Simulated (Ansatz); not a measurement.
CuI in space group P6_422 (No. 181; Cu on 3d, I on 3c), plane-wave PAW PBE+D3(BJ) (Ansatz code), all energies at zero smearing, with the estimated change up to a 700 eV cutoff added, with one set of potentials and settings (totals compare only within such a set). Cell of 6 atoms (3 Cu, 3 I): -42417.085 eV.

```
element             reference phase  E (eV/atom)
-------  --------------------------  -----------
Cu       Fm-3m, 1 atoms in the cell   -6625.7809
I         Cmce, 4 atoms in the cell   -7513.3076
```

Formation energy per atom, worked out: (-42417.085 − 3×(-6625.7809) − 3×(-7513.3076))/6 = 0.030 eV/atom (3 kJ per mol of atoms), at 0 K, without zero-point energy or fitted corrections.

The start of the workflow was typed in or built on a structure type; neither database checked (COD, Materials Project) lists it. It is not the phase usual at ambient conditions (space group No. 216). The PBE+D3(BJ) relaxation kept the symmetry of its start; whether a distortion lowers the energy is not shown. The workflow began spin-polarised and lost its moments. The volume moved by -32 % from the start of the relaxation. The references are the lowest solids computed at this level, not always the standard phases. Scalar-relativistic: spin–orbit coupling is off unless named, which matters more the heavier the elements.

Potentials: the earlier of the program's two PAW sets.
